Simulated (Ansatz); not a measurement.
Ga (α-Ga, Cmce) under volume change, LDA (plane waves, PAW; program Ansatz), shape and atoms relaxed at each volume.

```tsv
V (Å³/atom)	E − E(relaxed) (meV/atom)	P (GPa)
16.716	37.1	7.91
17.267	15.5	4.78
17.818	3.6	2.17
18.369	0.0	0.00
18.920	3.2	-1.81
19.471	12.1	-3.31
20.023	25.7	-4.56
```

Question: What does a third-order Birch–Murnaghan fit give for V₀, B₀ and B′?

Answer: V₀ = 18.37 Å³/atom, B₀ = 65.9 GPa, B′ = 5.1.

The cell was relaxed with LDA under the symmetry of its start; of distortions, only those at the zone centre were tested.

Potentials: the later of the program's two PAW sets.
